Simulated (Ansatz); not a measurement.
Hf:
```
Hf
1.0
    3.16043     0.00000     0.00000
   -1.58022     2.73702     0.00000
    0.00000     0.00000     4.99564
Hf
2
Cartesian
  0.00000   1.82468   1.24891
  1.58022   0.91234   3.74673
```

This is the PBEsol-relaxed structure. Tensor components refer to the Cartesian frame of this cell.

Q: All from DFT-PBEsol in the program Ansatz with PAW potentials, unless another level is named. Predict the highest zone-centre frequency.

A: 111 cm^-1.

Q: What about the bulk modulus (Birch–Murnaghan fit)?

A: 114 GPa.

Q: What about the elastic constants (relaxed ions, GPa)?

A: C11 = 181, C12 = 79.6, C13 = 72.8, C33 = 207, C44 = 49.1.

Space group P6_3/mmc (hcp (Mg type)). The PBEsol relaxation kept the symmetry of its start. No spin polarisation was allowed. As this level gives no gap, shear constants depend on the k-mesh and smearing (Fermi–Dirac, 0.1 eV here). As this level gives no gap, phonon frequencies hold no LO–TO term and depend on the k-mesh and smearing (Fermi–Dirac, 0.1 eV here). Scalar-relativistic: spin–orbit coupling is off unless named, which matters more the heavier the elements.

Potentials: the earlier of the program's two PAW sets. The files were generated under PBE; for other functionals the program regenerates the frozen cores, and for LDA and PBEsol the local potential too.
